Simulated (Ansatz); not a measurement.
Does relaxation matter for the field gradients of SiO2 with carbon replacing Si?

Start: a supercell of SiO2 (cristobalite type, P4_12_12) built from an entry of the Crystallography Open Database (COD), with all atoms left at the host's positions.

Space group C2 (No. 5); a = 15.6069, b = 7.0456, c = 7.0456 Å, β = 116.84°.

```csv
site,Wyckoff,site symmetry,x,y,z
C,2a,2,0.0000,0.2990,0.0000
Si2,2b,2,0.5000,0.2990,0.5000
Si3,4c,1,0.3750,0.0000,0.5760
Si4,4c,1,0.3750,0.5000,0.0760
Si5,4c,1,0.7500,0.7010,0.7500
O9,4c,1,0.9109,0.1717,0.9791
O10,4c,1,0.4109,0.1717,0.4791
O11,4c,1,0.7859,0.5682,0.6143
O12,4c,1,0.2859,0.5682,0.1143
O13,4c,1,0.6609,0.8283,0.5927
O14,4c,1,0.1609,0.8283,0.0927
O15,4c,1,0.5359,0.4318,0.7076
O16,4c,1,0.5359,0.9318,0.2076
```

One atom of each set is listed; the run and its k-mesh use a cell of 24 atoms with edges of 8.56, 8.56, 7.05 Å.

Method: Kohn–Sham DFT in Ansatz, PBE, plane waves and PAW, scalar-relativistic, 420 eV cutoff, Γ-centred 3×3×3 k-points, Fermi–Dirac smearing 0.01 eV.

The largest force at the start is 6.3 eV/Å. Relaxing the ions at fixed cell moves them by 0.372 Å at most (atom 17, O) and 0.247 Å rms. End positions:

C (0.0000, 0.2906, 0.0000)
Si2 (0.5000, 0.2908, 0.5000)
Si3 (0.3832, 0.9800, 0.6137)
Si4 (0.3780, 0.5203, 0.0672)
Si5 (0.7501, 0.7095, 0.7529)
O9 (0.9203, 0.1800, 0.9605)
O10 (0.4178, 0.1568, 0.5143)
O11 (0.7957, 0.5456, 0.6634)
O12 (0.2880, 0.6136, 0.0898)
O13 (0.6581, 0.8091, 0.5593)
O14 (0.1639, 0.8575, 0.1148)
O15 (0.5447, 0.4296, 0.7083)
O16 (0.5198, 0.9072, 0.1761)

| site | moved (Å) | first shell before | first shell after | V_zz before (10²¹ V/m²) | η before |
| --- | --- | --- | --- | --- | --- |
| C | 0.059 | 4 O at 1.60–1.61 Å | 4 O at 1.39–1.40 Å | 0.24 | 0.29 |
| Si2 | 0.057 | 4 O at 1.60–1.61 Å | 4 O at 1.63 Å | -0.34 | 0.67 |
| Si3 | 0.276 | 4 O at 1.60–1.61 Å | 4 O at 1.62–1.65 Å | 1.06 | 0.12 |
| Si4 | 0.171 | 4 O at 1.60–1.61 Å | 4 O at 1.62–1.65 Å | 1.05 | 0.38 |
| Si5 | 0.063 | 4 O at 1.60–1.61 Å | 4 O at 1.62–1.63 Å | -0.29 | 0.54 |
| O9 | 0.244 | 1 C at 1.60 Å, 1 Si at 1.61 Å, angle 147° | 1 C at 1.39 Å, 1 Si at 1.65 Å, angle 143° | 20.6 | 0.13 |
| O11 | 0.348 | 2 Si at 1.60–1.61 Å, angle 147° | 2 Si at 1.62–1.63 Å, angle 148° | 9.25 | 0.15 |
| O12 | 0.372 | 2 Si at 1.60–1.61 Å, angle 147° | 2 Si at 1.62 Å, angle 147° | 9.28 | 0.09 |
| O15 | 0.136 | 2 Si at 1.60–1.61 Å, angle 147° | 2 Si at 1.63 Å, angle 160° | 9.22 | 0.15 |
| O16 | 0.304 | 1 Si at 1.60 Å, 1 C at 1.61 Å, angle 147° | 1 C at 1.40 Å, 1 Si at 1.65 Å, angle 136° | 20.8 | 0.13 |

**Question.** What are V_zz and η after the relaxation?

**Answer.** 

| site | V_zz after | η after | change of V_zz |
| --- | --- | --- | --- |
| C | 0.19 | 0.18 | -0.05 |
| Si2 | 0.89 | 0.24 | +1.23 |
| Si3 | 0.51 | 0.72 | -0.55 |
| Si4 | -0.55 | 0.76 | – |
| Si5 | -0.62 | 0.16 | -0.33 |
| O9 | 17.24 | 0.29 | -3.38 |
| O11 | 9.89 | 0.10 | +0.64 |
| O12 | 9.72 | 0.16 | +0.44 |
| O15 | 10.91 | 0.12 | +1.69 |
| O16 | 17.00 | 0.27 | -3.81 |

The largest change of V_zz along a kept axis is on O16, from 20.8 to 17.00. In per cent, |V_zz| changes by -53 on Si, -18 to +18 on O (all sites that start above 0.5, bar those whose gradient vanishes or changes sign or whose main axis turns by over 40°). Where |V_zz| stays above 0.1 and the axes keep their order, η moves most on Si3, from 0.12 to 0.72. On Si2 V_xx and V_yy change places (or their axes turn by over 50°), so the two values of η hide a larger change. V_zz changes sign on Si2 (axis turned by 30°). On Si4 the largest principal value lies along another axis in the second run, so the two V_zz can't be compared directly. The table leaves out 3 of the 13 sites, with |V_zz| up to 10.60; their tensors move by 2.02 at most along any direction. The statements above cover all sites. The host's own positions weren't relaxed first, so part of the change far from the defect can be the host's relaxation.

The defect repeats with the cell of 24 atoms, so it feels its images: sites between two images don't show the values beside a lone defect, and zeros or small values of η there can come from the images' arrangement. O and Si carry a gradient in the pure host already, so the values there aren't the defect's effect alone.
Before: The neighbours have not yet relaxed around the defect (largest force 6.3 eV/Å), so the values at and beside it are those of a strained start, not of the defect in a real crystal.
After: The relaxation keeps the site symmetry 2 of the start, so the impurity can move only along its axis; a start off the site could end lower.
